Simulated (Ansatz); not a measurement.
TiAl$_{2}$O$_{5}$:
```xyz
16
Lattice="1.8156 -4.7222 0.0000 1.8156 4.7222 0.0000 0.0000 0.0000 9.5310" Properties=species:S:1:pos:R:3 pbc="T T T"
Ti     1.8156     3.5160     0.5885
Ti     1.8156    -3.5160     5.3540
Al     1.8156     3.3799     4.1134
Al     1.8156    -3.3799     8.8789
Al     1.8156     2.9256     7.1868
Al     1.8156    -2.9256     2.4213
O      1.8156     4.1804     5.8373
O      1.8156    -4.1804     1.0719
O      1.8156     4.3025     8.3916
O      1.8156    -4.3025     3.6261
O      1.8156     2.3985     2.4211
O      1.8156    -2.3985     7.1866
O      1.8156     1.7371     5.5243
O      1.8156    -1.7371     0.7588
O      1.8156     1.8177     8.8263
O      1.8156    -1.8177     4.0609
```

Relaxed with PBEsol. Independent-particle spectrum: no excitons, no local fields, no scissors shift; 0.1 eV broadening; ε₁ of the summed bands alone.

Task: Tabulate the dielectric function from PBEsol in the plane-wave PAW code Ansatz.

Result: 

| E (eV) | ε₁ xx | ε₂ xx | ε₁ yy | ε₂ yy | ε₁ zz | ε₂ zz |
|---|---|---|---|---|---|---|
| 0.0 | 4.22 | 0.00 | 4.51 | 0.00 | 4.13 | 0.00 |
| 0.5 | 4.24 | 0.00 | 4.53 | 0.00 | 4.15 | 0.00 |
| 1.0 | 4.30 | 0.00 | 4.60 | 0.00 | 4.20 | 0.00 |
| 1.5 | 4.41 | 0.00 | 4.73 | 0.00 | 4.29 | 0.00 |
| 2.0 | 4.60 | 0.00 | 4.93 | 0.00 | 4.44 | 0.00 |
| 2.5 | 4.92 | 0.00 | 5.26 | 0.00 | 4.67 | 0.00 |
| 3.0 | 5.52 | 0.00 | 5.86 | 0.00 | 5.05 | 0.00 |
| 3.5 | 7.16 | 0.95 | 7.47 | 0.05 | 5.90 | 0.02 |
| 4.0 | 5.49 | 4.46 | 8.66 | 5.29 | 7.41 | 2.39 |
| 4.5 | 3.98 | 3.64 | 3.57 | 4.98 | 4.54 | 4.08 |
| 5.0 | 2.96 | 3.83 | 2.34 | 2.75 | 3.72 | 2.75 |
| 5.5 | 2.90 | 1.79 | 3.42 | 1.59 | 4.27 | 1.69 |
| 6.0 | 3.36 | 2.43 | 4.59 | 1.47 | 5.87 | 1.72 |
| 6.5 | 5.11 | 2.49 | 7.11 | 4.05 | 7.03 | 5.69 |
| 7.0 | 3.12 | 4.23 | 3.52 | 6.93 | 1.96 | 7.60 |
| 7.5 | 2.28 | 3.97 | 1.39 | 5.66 | 0.36 | 5.53 |
| 8.0 | 1.23 | 4.25 | -0.04 | 4.14 | -0.15 | 3.33 |
| 8.5 | 1.42 | 2.65 | 0.10 | 2.84 | 0.59 | 2.05 |
| 9.0 | 1.42 | 2.10 | 0.73 | 2.08 | 1.03 | 1.68 |
| 9.5 | 1.59 | 1.71 | 1.20 | 1.97 | 1.55 | 1.50 |
| 10.0 | 2.10 | 1.90 | 1.34 | 1.78 | 1.84 | 1.50 |
| 10.5 | 2.14 | 2.58 | 1.88 | 2.24 | 2.53 | 2.21 |
| 11.0 | 1.88 | 2.41 | 1.54 | 2.30 | 2.26 | 2.58 |
| 11.5 | 2.13 | 2.67 | 1.85 | 2.09 | 1.87 | 2.99 |
| 12.0 | 1.69 | 2.79 | 1.64 | 2.49 | 1.29 | 2.47 |

Task: From ε at 4.9 eV (xx: 3.53 + 3.86i), find n, k, the normal reflectivity and the absorption coefficient.

Result: n = 2.09, k = 0.922, R = 20 %, α = 2kE/ħc = 460000 cm⁻¹.

With all bands, ε∞ without local fields is 4.43 (xx), 4.72 (yy), 4.35 (zz). DFPT, with local fields, gives 4.29 (xx), 4.25 (yy), 3.94 (zz).

Space group Cmc2_1. The first step of the workflow began from a Materials Project structure, measured or hypothetical; the Crystallography Open Database copy checked does not list it. Its standing as an ambient phase is unchecked. The cell was relaxed with PBEsol under the symmetry of its start; whether a distortion lowers the energy is not shown. The run is not spin-polarised.

Potentials: the later of the program's two PAW sets.
